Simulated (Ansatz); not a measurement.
A distorted cell of C (diamond):

```yaml
crystal:
  lattice:
    - [0.00000, 3.57162, 3.57162]
    - [1.78581, 0.00000, 1.78581]
    - [1.78581, 1.78581, 0.00000]
  atoms:
    - { symbol: C, position: [0.25000, 0.54509, 0.47088] }
    - { symbol: C, position: [0.75000, 0.45491, 0.52912] }
    - { symbol: C, position: [0.37500, 0.79509, 0.72088] }
    - { symbol: C, position: [0.87500, 0.70491, 0.77912] }
```

Level of theory: PBE (plane waves to 420 eV, PAW, scalar-relativistic; Ansatz, a quantum-chemistry and plane-wave program). k mesh 8×16×16 (Γ-centred), Fermi-Dirac smearing 0.05 eV. Stress and pressure are positive under compression. C was relaxed with its symmetry unable to fall. The PAW data are Ansatz's earlier set.

What forces act on the atoms (eV/Å, Cartesian)?


```json
[
 {"atom": "C1", "Fx": "-0.342", "Fy": "0.666", "Fz": "-1.060"},
 {"atom": "C2", "Fx": "0.416", "Fy": "-0.714", "Fz": "1.069"},
 {"atom": "C3", "Fx": "-0.416", "Fy": "0.714", "Fz": "-1.069"},
 {"atom": "C4", "Fx": "0.342", "Fy": "-0.666", "Fz": "1.060"}
]
```

Give the stress tensor in GPa and the pressure.


```
   1.35     0.36    -0.61
   0.36     0.07     1.09
  -0.61     1.09    -2.49
```
The pressure, a third of the trace, is -0.36 GPa.

(A displaced cell: forces are minus the slopes of the energy, force constants its curvatures, and phonons follow from these.)
